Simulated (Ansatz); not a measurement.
Starting cell, MoS2 (space group R3m):

```
MoS2
1.0
    3.12630     1.80497    11.98194
   -1.56315     0.90249     5.99097
    0.00000    -1.80497     5.99097
Mo S
2 4
Cartesian
  0.00000   0.00000  17.96857
  1.56315   0.90249  23.95954
  0.00000   0.00000   7.53935
  1.56315   0.90249  13.53032
  0.00000   0.00000   4.43531
  1.56315   0.90249  10.42628
```

A phonon eigenvector at L = (0.5, 0.0, 0.0) is frozen into this cell: atom i moves by Q times the vector below, so Q is the largest atomic displacement, in Å. The cell is held. (q is in reciprocal vectors of the primitive cell; the cell shown is doubled to hold the pattern.)

```csv
atom,x,y,z
Mo1,-0.866,-0.500,0.032
Mo2,0.866,0.500,-0.032
S3,-0.070,-0.041,0.712
S4,0.070,0.041,-0.712
S5,-0.039,-0.023,-0.731
S6,0.039,0.023,0.731
```

The numbers are results of LDA (plane waves to 420 eV, PAW, scalar-relativistic; Ansatz, a quantum-chemistry and plane-wave program), not measurements. k mesh 6×12×12 (Γ-centred), Fermi-Dirac smearing 0.05 eV. As the smearing reaches across the gap at some points, energies and forces of such displacements shift with the k mesh and the smearing. MoS2 is run without spin polarisation. MoS2 was relaxed with its symmetry unable to fall. This is one of several known forms of MoS2; the measured ambient cells at hand have space group No. 194. 

| Q (Å) | −dE/dQ from forces (eV/Å) |
|---|---|
| -0.280 | 11.034 |
| -0.233 | 9.537 |
| -0.187 | 8.336 |
| -0.140 | 6.959 |
| -0.093 | 4.866 |
| -0.047 | 2.490 |
| 0.000 | 0.000 |
| 0.047 | -2.490 |
| 0.093 | -4.866 |
| 0.140 | -6.959 |
| 0.187 | -8.336 |
| 0.233 | -9.537 |
| 0.280 | -11.034 |

Question: What harmonic wavenumber does the curvature at Q = 0 give?

Answer: 238 cm⁻¹. E″ = 53.76 eV/Å², M = Σ mᵢ|uᵢ|² = 259.2 u, ν̃ = 521.5·√(|E″|/M).

(For displaced atoms, the force is minus the slope of the energy, and its curvature is a force constant, which sets phonon frequencies.)
